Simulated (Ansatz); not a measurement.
Ga2S3 (space group Cc)

```yaml
crystal:
  lattice:
    - [5.56123, -3.19646, 0.00000]
    - [5.56123, 3.19646, 0.00000]
    - [-3.60990, 0.00000, 6.00209]
  atoms:
    - { symbol: Ga, position: [0.73045, 0.86409, 0.38063] }
    - { symbol: Ga, position: [0.86409, 0.73045, 0.88063] }
    - { symbol: Ga, position: [0.35969, 0.55317, 0.37164] }
    - { symbol: Ga, position: [0.55317, 0.35969, 0.87164] }
    - { symbol: S, position: [0.75564, 0.56305, 0.49492] }
    - { symbol: S, position: [0.56305, 0.75564, 0.99492] }
    - { symbol: S, position: [0.40616, 0.23895, 0.48686] }
    - { symbol: S, position: [0.23895, 0.40616, 0.98686] }
    - { symbol: S, position: [0.91690, 0.08989, 0.01695] }
    - { symbol: S, position: [0.08989, 0.91690, 0.51695] }
```

The slice is a (100) plane (indices of the conventional cell) through the point (0.917, 0.090, 0.017) (fractional), spanned by u = [1 -1 0] and v = [001] in vectors of this cell: u (6.39 Å) and v (7.00 Å, at 90° to u). It covers one period; positions are fractions (u, v).

Calculation: PBEsol (plane waves to 420 eV, PAW, scalar-relativistic; Ansatz, a first-principles code). k mesh 6×6×6. These are valence fields of a PAW run, semicore shells included where kept as valence: close to a nucleus they are smooth pseudo fields. Ga2S3 was relaxed with its symmetry unable to fall.

Three fields on this plane, each scaled to ten steps between its own extremes (0 low, 9 high; the total valence density on a logarithmic scale, the potential cut 8 eV below its top; x marks points blanked near nuclei; v = 0 in the bottom row):

Map A
```
|xxxx863100124567xxxxx99xxx|
|xxxx75310123457xxxxxx99xxx|
|xxx864200123567xxxxxx989xx|
|887643100123567xxxxxx87788|
|6654310001234568xxxxx76666|
|44322100012345567xx7654444|
|22222111011233455665432222|
|12333332211122344444321001|
|23456655422112233333210001|
|35788887543211223332110001|
|578xxxx9764322233322100013|
|68xxxxxx975444433322100014|
|7xxxxxxxx87666554432100024|
|7xxxxxxxx988xx765432100025|
|7xxxxxxxx99xxxxx7543210124|
|68xxxxxx99xxxxxx8654210024|
|579xxxx998xxxxxx8754310013|
|4578888877xxxxxx8654320002|
|23566666667xxxxx7654310001|
|123344444467xx876543210000|
|22222222234566655432110111|
|33321100122344443321111233|
|66542100012233332211123456|
|88764210001223322212235678|
|xxx864200011233332233568xx|
|xxxx7521001123334444568xxx|
|xxxx8631001123445566679xxx|
|xxxx8631001234567xx8889xxx|
```

Map B
```
|xxxx057888765300xxxxx00xxx|
|xxxx26888876420xxxxxx00xxx|
|xxx168888876410xxxxxx000xx|
|003689998876410xxxxxx00210|
|6788999998765200xxxxx02566|
|89999999988754100xx0004678|
|99999999998765420000135788|
|99999999998876543333456788|
|88776678888876665555677888|
|76410025788776666667778888|
|620xxxx0367665556677788887|
|40xxxxxx035433345677788876|
|2xxxxxxxx02000013567788876|
|1xxxxxxxx000xx000356788876|
|2xxxxxxxx00xxxxx0146788886|
|50xxxxxx00xxxxxx0035778887|
|740xxxx000xxxxxx0035678888|
|8752001210xxxxxx0035778999|
|99876665300xxxxx0146788999|
|999988875200xx000356789999|
|99999987642000013467889999|
|99999988765433345667889999|
|66788888776655556677888887|
|00357788877766666667787631|
|xxx046788877766655566651xx|
|xxxx1578888776543333441xxx|
|xxxx0478888776420000120xxx|
|xxxx0478887764200xx0000xxx|
```

Map C
```
|xxxx211000001247xxxxx11xxx|
|xxxx11000001136xxxxxx10xxx|
|xxx100000001247xxxxxx200xx|
|211000000001247xxxxxx20001|
|0000000000012479xxxxx21000|
|00000000000113579xx6421000|
|00000000000012355654210000|
|00000000000011223322110000|
|00000000000011111111000000|
|11111100000001110000000001|
|234xxxx1000011110000000011|
|24xxxxxx100112211000000011|
|3xxxxxxxx01234332100000012|
|3xxxxxxxx113xx653210000011|
|2xxxxxxxx12xxxxx5311000001|
|12xxxxxx11xxxxxx7421000000|
|011xxxx101xxxxxx9531000000|
|0001221001xxxxxx9531000000|
|00000000014xxxxx8531000000|
|000000000135xx986421000000|
|00000000012345654321000000|
|00000000001123332211000000|
|00000000000111111110000000|
|11111100000000011110000000|
|xxx321100000000011100001xx|
|xxxx3211000000011221000xxx|
|xxxx4211000001123432101xxx|
|xxxx4210000011246xx4211xxx|
```

Task: Assign the maps to these fields: density of the lowest conduction band (whole band as if filled, smooth part); valence electron density; electrostatic potential energy of an electron, from the cell's mean.

Result: A is the valence electron density; B is the electrostatic potential energy of an electron, from the cell's mean; C is the density of the lowest conduction band (whole band as if filled, smooth part).
